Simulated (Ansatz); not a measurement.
**Chalcopyrite alloy of ZnGeP2 and ZnSiP2 (7 of 16 Ge sites exchanged), 64 atoms**

Ansatz, PAW, plane waves. PBEsol relaxation of cell lengths and atoms (angles held) at the single k point (¼, ¼, ¼) without its symmetry partners; single points on the relaxed atoms at the Γ point alone, onto which points of the small cell's zone fold. Arrangement: random. No spin–orbit coupling unless named.

Relaxed structure:

```yaml
crystal:
  lattice:
    - [10.78596, -0.00007, -0.00002]
    - [-0.00007, 10.78668, -0.00002]
    - [-0.00002, -0.00002, 10.59057]
  atoms:
    - { symbol: Zn, position: [0.99904, 0.99946, 0.99873] }
    - { symbol: Zn, position: [0.99828, 0.50024, 0.00226] }
    - { symbol: Zn, position: [0.49951, 0.00181, 0.99890] }
    - { symbol: Zn, position: [0.50090, 0.49885, 0.00221] }
    - { symbol: Zn, position: [0.00021, 0.25064, 0.24757] }
    - { symbol: Zn, position: [0.99832, 0.74808, 0.24901] }
    - { symbol: Zn, position: [0.50026, 0.25122, 0.24750] }
    - { symbol: Zn, position: [0.49991, 0.74733, 0.24926] }
    - { symbol: Zn, position: [0.25070, 0.00011, 0.75222] }
    - { symbol: Zn, position: [0.24987, 0.49841, 0.75090] }
    - { symbol: Zn, position: [0.75057, 0.99906, 0.75348] }
    - { symbol: Zn, position: [0.75048, 0.49929, 0.75326] }
    - { symbol: Zn, position: [0.25023, 0.25160, 0.50049] }
    - { symbol: Zn, position: [0.24848, 0.74880, 0.50021] }
    - { symbol: Zn, position: [0.74832, 0.25023, 0.50050] }
    - { symbol: Zn, position: [0.75044, 0.74986, 0.49963] }
    - { symbol: Ge, position: [0.00119, 0.99994, 0.50121] }
    - { symbol: Ge, position: [0.00012, 0.50133, 0.49880] }
    - { symbol: Ge, position: [0.50090, 0.00159, 0.50128] }
    - { symbol: Ge, position: [0.50134, 0.49973, 0.49888] }
    - { symbol: Ge, position: [0.25093, 0.00153, 0.24893] }
    - { symbol: Ge, position: [0.75063, 0.00053, 0.24810] }
    - { symbol: Ge, position: [0.25012, 0.74884, 0.99977] }
    - { symbol: Ge, position: [0.00044, 0.25158, 0.75204] }
    - { symbol: Ge, position: [0.50146, 0.75018, 0.75087] }
    - { symbol: Si, position: [0.24960, 0.49890, 0.24901] }
    - { symbol: Si, position: [0.75001, 0.49952, 0.24748] }
    - { symbol: Si, position: [0.25062, 0.25156, 0.99983] }
    - { symbol: Si, position: [0.74889, 0.25064, 0.99946] }
    - { symbol: Si, position: [0.75135, 0.74922, 0.00004] }
    - { symbol: Si, position: [0.99905, 0.75021, 0.75073] }
    - { symbol: Si, position: [0.50029, 0.25082, 0.75194] }
    - { symbol: P, position: [0.12887, 0.12704, 0.11952] }
    - { symbol: P, position: [0.12886, 0.62182, 0.12825] }
    - { symbol: P, position: [0.62853, 0.12786, 0.12078] }
    - { symbol: P, position: [0.63281, 0.62452, 0.12412] }
    - { symbol: P, position: [0.12451, 0.12572, 0.62645] }
    - { symbol: P, position: [0.12019, 0.62696, 0.62948] }
    - { symbol: P, position: [0.62162, 0.12749, 0.63094] }
    - { symbol: P, position: [0.62494, 0.62422, 0.62545] }
    - { symbol: P, position: [0.36736, 0.37498, 0.12477] }
    - { symbol: P, position: [0.37456, 0.87488, 0.12400] }
    - { symbol: P, position: [0.86650, 0.37405, 0.12376] }
    - { symbol: P, position: [0.87134, 0.87158, 0.12098] }
    - { symbol: P, position: [0.37581, 0.12542, 0.37487] }
    - { symbol: P, position: [0.37083, 0.61927, 0.37162] }
    - { symbol: P, position: [0.87521, 0.12400, 0.37518] }
    - { symbol: P, position: [0.87059, 0.61981, 0.37042] }
    - { symbol: P, position: [0.12723, 0.37872, 0.37146] }
    - { symbol: P, position: [0.12402, 0.87552, 0.37298] }
    - { symbol: P, position: [0.62759, 0.37872, 0.36988] }
    - { symbol: P, position: [0.62447, 0.87625, 0.37417] }
    - { symbol: P, position: [0.12696, 0.37250, 0.88003] }
    - { symbol: P, position: [0.12182, 0.86995, 0.87184] }
    - { symbol: P, position: [0.62431, 0.36817, 0.87601] }
    - { symbol: P, position: [0.62760, 0.87042, 0.88010] }
    - { symbol: P, position: [0.38035, 0.37239, 0.62786] }
    - { symbol: P, position: [0.37586, 0.87445, 0.62489] }
    - { symbol: P, position: [0.87610, 0.37528, 0.62476] }
    - { symbol: P, position: [0.87841, 0.87227, 0.62801] }
    - { symbol: P, position: [0.37455, 0.13332, 0.87528] }
    - { symbol: P, position: [0.37596, 0.62438, 0.87486] }
    - { symbol: P, position: [0.87219, 0.13014, 0.87864] }
    - { symbol: P, position: [0.87553, 0.63168, 0.87572] }
```

Task: What are the mean bond lengths by pair (pairs within 1.2 times the sum of covalent radii, less contacts 15 % beyond the pair's median; cation–cation pairs of compounds aside; long ionic contacts are cut short by that bound)?

Result: Ge–P 2.327 ± 0.005 Å (standard deviation, 36 bonds); P–Si 2.262 ± 0.006 Å (standard deviation, 28 bonds); P–Zn 2.345 ± 0.007 Å (standard deviation, 64 bonds).

Task: What gap lies between the top filled and the lowest empty level in the single points?

Result: HSE06 1.98 eV (30 s on NVIDIA GB300).
